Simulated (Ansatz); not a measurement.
Space group Cmcm (No. 63). a = 7.488 Å, b = 6.412 Å, c = 8.756 Å, α = 90.00°, β = 90.00°, γ = 90.00°
```
atom site symmetry x y z
  Mn    4c m2m  0.5000  0.0427  0.7500
  Al    8g       ..m  0.3173  0.7137  0.7500
  Al    8e       2..  0.3269  0.0000  0.0000
  Al    8f m..  0.5000  0.6415  0.1002
```

Equation of state of this MnAl6 structure (not necessarily the ground state), with shape and atoms relaxed at each volume where symmetry leaves them free. It has no gap at any of these volumes. All numbers below come from Ansatz, DFT PBEsol, scalar-relativistic, plane waves, PAW.

Plane waves to 420 eV, a k mesh through Γ of 8×8×4 on the computed 14-atom cell and Gaussian smearing (0.10 eV); no spin polarisation.

| V (Å³/atom) | E − E(largest V) (meV/atom) | P (GPa) |
| --- | --- | --- |
| 13.211 | 48.20 | 18.18 |
| 13.661 | 5.25 | 12.52 |
| 14.112 | -22.97 | 7.68 |
| 14.562 | -38.57 | 3.54 |
| 15.012 | -43.39 | 0.00 |
| 15.463 | -38.97 | -3.04 |
| 15.913 | -26.68 | -5.63 |
| 16.514 | 0.00 | -8.49 |

Task: Fit a third-order Birch–Murnaghan equation to E(V).

Result: V0 = 15.01 Å³/atom, B0 = 109 GPa, B0' = 4.2.

Spin polarisation was left out, and a magnetic state may lie lower.

Cost: 8 runs of about 10 core-minutes in all, on Oxide Virtual Turin-like Processor (Zen 5) (shared hosts).